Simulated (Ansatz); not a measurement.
# What DFT gives for Rb3ScCl6

```
Rb Cl Sc
1.0
     0.00000    5.57748    5.57748
     5.57748    0.00000    5.57748
     5.57748    5.57748    0.00000
Rb Cl Sc
3 6 1
Cartesian
  2.7887 2.7887 2.7887
  8.3662 8.3662 8.3662
  5.5775 5.5775 5.5775
  8.5001 5.5775 5.5775
  5.5775 8.5001 5.5775
  2.6549 5.5775 5.5775
  5.5775 2.6549 5.5775
  5.5775 5.5775 8.5001
  5.5775 5.5775 2.6549
  0.0000 0.0000 0.0000
```

Single point in Ansatz 0.2.0 with r2SCAN, no spin polarisation. Cutoff 500 eV, PAW datasets, 4×4×4 Γ-centred k mesh, gaussian filling (width 0.0241 eV).

Stress: The pressure is -1.9 GPa (compression positive), so with the atoms held at these fractions the cell would first shrink; the forces are large, so a full relaxation may end otherwise.
Electronic structure: The gap is 3.84 eV, direct at the points sampled.
Charges: Bader charges in e: Rb +0.83 to +0.92, Sc +2.07, Cl -0.79. In the mean Sc gives up most and Cl takes most.
Forces: The largest is on Cl7 (and as large on other atoms): 1.59 eV/Å, components (0.00, -1.59, 0.00). It makes 0° with the line to a nearest neighbour, Sc10 at 2.65 Å, pointing towards it.
Contacts: Cl–Sc at 2.65 Å: least valence density 0.26 e/Å³ and ELF 0.16 there. Rb–Cl at 2.92 Å: least valence density 0.16 e/Å³ and ELF 0.07 there, a closed-shell (ionic or weak) contact. Both are smooth PAW fields, read partly inside the augmentation spheres.

Origin: a known structure type with other elements, at an estimated volume, so it need not be a known compound. Caveats: atoms or cell far from equilibrium.
